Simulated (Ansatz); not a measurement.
CsSnI3 (cubic perovskite)

```yaml
crystal:
  lattice:
    - [6.27122, 0.00000, 0.00000]
    - [0.00000, 6.27122, 0.00000]
    - [0.00000, 0.00000, 6.27122]
  atoms:
    - { symbol: Cs, position: [0.00000, 0.00000, 0.00000] }
    - { symbol: Sn, position: [0.50000, 0.50000, 0.50000] }
    - { symbol: I, position: [0.00000, 0.50000, 0.50000] }
    - { symbol: I, position: [0.50000, 0.50000, 0.00000] }
    - { symbol: I, position: [0.50000, 0.00000, 0.50000] }
```

The volume is varied about the relaxed value V₀ at fixed cell shape. Symmetry pins the atoms to their sites.

Computed with PBE (plane waves to 420 eV, PAW, scalar-relativistic; Ansatz, a quantum-chemistry and plane-wave program). k mesh 6×6×6 (Γ-centred), Fermi-Dirac smearing 0.05 eV. The energy includes the smearing's −TS. Stress and pressure are positive under compression. On this mesh the relaxed cell isn't quite at rest: it carries a pressure of 0.1 GPa (compression positive) at the zero of the scan. CsSnI3 was relaxed with its symmetry unable to fall. Spin-orbit coupling is left out, though I is heavy. The PAW data are Ansatz's earlier set. This is a high-temperature form of CsSnI3. The zero of ΔE is the relaxed starting cell.

```csv
V (Å³/atom),ΔE (meV/atom)
46.368,11.9
46.959,7.8
47.551,4.6
48.143,2.3
48.735,0.8
49.327,0.0
49.919,-0.1
50.511,0.6
51.103,1.8
51.695,3.6
52.287,withheld
```

Fit a third-order Birch-Murnaghan form (E₀, V₀, B₀, B₀′ free) to the given rows and predict ΔE at V = 52.287.

Least squares on the 10 given rows: ΔE = E₀ + (9V₀B₀/16)·y²·[2 + (B₀′ − 4)y], y = (V₀/V)^(2/3) − 1, with V₀ = 49.669 Å³/atom, B₀ = 15.49 GPa (160.2 GPa = 1 eV/Å³; the term in eV is multiplied by 1000), B₀′ = 4.42, E₀ = -0.11 meV/atom; root-mean-square residual 0.02 meV/atom. At 52.287 the fit gives 6.0 meV/atom; the calculation gives 5.9 meV/atom, so the extrapolation is off by 0.1 (+1.7 %). For the pressure the fit gives -0.71 GPa against the computed -0.70 GPa.

(A scan under strain: stresses follow from slopes of the energy per volume, elastic moduli from its curvatures.)
